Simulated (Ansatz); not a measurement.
CoSi$_{2}$ (fluorite type, space group Fm-3m)

```
CELL_PARAMETERS angstrom
      0.00000     2.65610     2.65610
      2.65610     0.00000     2.65610
      2.65610     2.65610     0.00000
ATOMIC_POSITIONS crystal
  Co 0.00000 0.00000 0.00000
  Si 0.25000 0.25000 0.25000
  Si 0.75000 0.75000 0.75000
```

This relaxed cell (volume V₀) is scaled evenly in all directions, its shape held. Symmetry pins the atoms to their sites.

The numbers are results of PBEsol (plane waves to 420 eV, PAW, scalar-relativistic; Ansatz, a program for electronic structure), not measurements. k mesh 16×16×16 (Γ-centred), Fermi-Dirac smearing 0.05 eV. E stands for the smeared free energy. Stress and pressure are positive under compression. CoSi2 is run without spin polarisation. CoSi2 was relaxed with its symmetry unable to fall. ΔE is measured from the relaxed starting cell. The last digit holds for this mesh only.

```json
[
 {"V (Å³/atom)": "10.494", "ΔE (meV/atom)": "265.3"},
 {"V (Å³/atom)": "10.827", "ΔE (meV/atom)": "174.4"},
 {"V (Å³/atom)": "11.160", "ΔE (meV/atom)": "105.8"},
 {"V (Å³/atom)": "11.493", "ΔE (meV/atom)": "56.4"},
 {"V (Å³/atom)": "11.826", "ΔE (meV/atom)": "23.8"},
 {"V (Å³/atom)": "12.159", "ΔE (meV/atom)": "5.7"},
 {"V (Å³/atom)": "12.492", "ΔE (meV/atom)": "0.0"},
 {"V (Å³/atom)": "12.825", "ΔE (meV/atom)": "5.1"},
 {"V (Å³/atom)": "13.158", "ΔE (meV/atom)": "19.6"},
 {"V (Å³/atom)": "13.492", "ΔE (meV/atom)": "42.1"},
 {"V (Å³/atom)": "13.825", "ΔE (meV/atom)": "withheld"},
 {"V (Å³/atom)": "14.158", "ΔE (meV/atom)": "106.6"},
 {"V (Å³/atom)": "14.491", "ΔE (meV/atom)": "146.5"}
]
```

Task: Fit a third-order Birch-Murnaghan form (E₀, V₀, B₀, B₀′ free) to the given rows and predict ΔE at V = 13.825.

Result: Least squares on the 12 given rows: ΔE = E₀ + (9V₀B₀/16)·y²·[2 + (B₀′ − 4)y], y = (V₀/V)^(2/3) − 1, with V₀ = 12.494 Å³/atom, B₀ = 193.0 GPa (160.2 GPa = 1 eV/Å³; the term in eV is multiplied by 1000), B₀′ = 4.50, E₀ = 0.15 meV/atom; root-mean-square residual 0.18 meV/atom. At 13.825 the fit gives 71.1 meV/atom; the calculation gives 71.4 meV/atom, so the interpolation is off by -0.3 (-0.4 %). For the pressure the fit gives -15.6 GPa against the computed -15.6 GPa.

(Under strain, the slope of the energy per volume gives the stress and its curvature an elastic modulus.)
